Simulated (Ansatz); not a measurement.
MoP2:
```yaml
crystal:
  lattice:
    - [1.55467, -5.54312, 0.00000]
    - [1.55467, 5.54312, 0.00000]
    - [0.00000, 0.00000, 4.93191]
  atoms:
    - { symbol: Mo, position: [0.90674, 0.09326, 0.49796] }
    - { symbol: Mo, position: [0.09326, 0.90674, 0.99796] }
    - { symbol: P, position: [0.56985, 0.43015, 0.37969] }
    - { symbol: P, position: [0.43015, 0.56985, 0.87969] }
    - { symbol: P, position: [0.29695, 0.70305, 0.19736] }
    - { symbol: P, position: [0.70305, 0.29695, 0.69736] }
```

Relaxed with LDA. Special points in fractions of this cell's reciprocal vectors: Γ (0.000, 0.000, 0.000); Y (-0.500, 0.500, 0.000); C0 (-0.270, 0.730, 0.000); Σ0 (0.270, 0.270, 0.000); Z (0.000, 0.000, 0.500); A0 (0.270, 0.270, 0.500); E0 (-0.270, 0.730, 0.500); T (-0.500, 0.500, 0.500); S (0.000, 0.500, 0.000); R (0.000, 0.500, 0.500).

### Question
List the band energies nearest the Fermi level at these points for LDA in the plane-wave PAW code Ansatz.

### Answer
In eV from the Fermi level; about four levels below and three above (degenerate sets whole), none deeper than 8.9 eV; points with the same levels are listed once.

```csv
k,below,above
Γ,-2.01 -1.44 -1.21 -0.84,0.39 1.10 1.43
Y,-1.08 -1.04 -0.58 -0.27,0.68 1.09 2.30
C0,-3.13 -2.70 -2.14 -1.71,0.08 1.59 1.72
Z,-1.06 -1.06 -0.27 -0.27,1.04 1.04 2.26 2.26
A0,-3.00 -3.00 -1.15 -1.15,1.89 1.89 2.22 2.22
T,-1.60 -1.60 -1.07 -1.07,1.21 1.21 2.69 2.69
S,-3.29 -2.75 -2.35 -1.40,0.17 1.09 1.97
R,-3.09 -3.09 -1.00 -1.00,1.33 1.33 2.32 2.32
```

Space group Cmc2_1. The first step of the workflow began from a Materials Project structure, measured or hypothetical; the Crystallography Open Database copy checked does not list it. Whether it is the stable phase at ambient conditions was not checked. Symmetry was held in the LDA relaxation; whether a distortion lowers the energy is not shown. No spin polarisation was allowed. Scalar-relativistic: spin–orbit coupling is off unless named, which matters more the heavier the elements.

Potentials: the earlier of the program's two PAW sets. The files were generated under PBE; for other functionals the program regenerates the frozen cores, and for LDA and PBEsol the local potential too.
